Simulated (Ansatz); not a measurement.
**MoPt₃, first-principles data**

MoPt$_{3}$:
```yaml
crystal:
  lattice:
    - [2.74001, 0.00000, 0.00000]
    - [0.00000, 4.47769, 0.00000]
    - [0.00000, 0.00000, 4.80144]
  atoms:
    - { symbol: Mo, position: [0.00000, 0.00000, 0.15860] }
    - { symbol: Pt, position: [0.50000, 0.50000, 0.33854] }
    - { symbol: Pt, position: [0.50000, 0.00000, 0.65692] }
    - { symbol: Pt, position: [0.00000, 0.50000, 0.84595] }
```

Space group Pmm2 (No. 25); conventional cell a = 2.7400 Å, b = 4.4777 Å, c = 4.8014 Å, α = 90.00°, β = 90.00°, γ = 90.00°.

Method: plane-wave PAW LDA (Ansatz code). Geometry: relaxed at this level of theory. Other levels are named where they apply.

Cell and energy:

```
Item                                                            Result
-----------------------------------------------------  ---------------
Volume per atom                                               14.73 Å³
Density                                                    19.20 g/cm³
Formation energy from the elements (no fitted shifts)  -20 kJ/mol-atom
```

Electronic structure:

```
Item                                                                        Result
------------------------------------  --------------------------------------------
Electronic character                                             metallic (no gap)
Density of states at the Fermi level  0.98 states/eV per atom (mean over ±0.08 eV)
```

Mechanics:

```
Quantity                             Result
----------------------------------  -------
Bulk modulus (Birch–Murnaghan fit)  312 GPa
Pressure derivative B′                  5.1
```

The first step of the workflow began from a Materials Project structure, measured or hypothetical; the Crystallography Open Database copy checked does not list it. With Mo and Pt taken as one species the cell has the higher symmetry P6_3/mmc, so it may be an ordered model of a mixed-site phase. Whether it is the stable phase at ambient conditions was not checked. The LDA relaxation kept the symmetry of its start; whether a distortion lowers the energy is not shown. No spin polarisation was allowed. Axis ratios of metals converge slowly with the k-mesh, so a and c are less sure than the volume. The references are the lowest solids computed at this level, not always the standard phases. Scalar-relativistic: spin–orbit coupling is off unless named, which matters more the heavier the elements.

Potentials: the later of the program's two PAW sets.
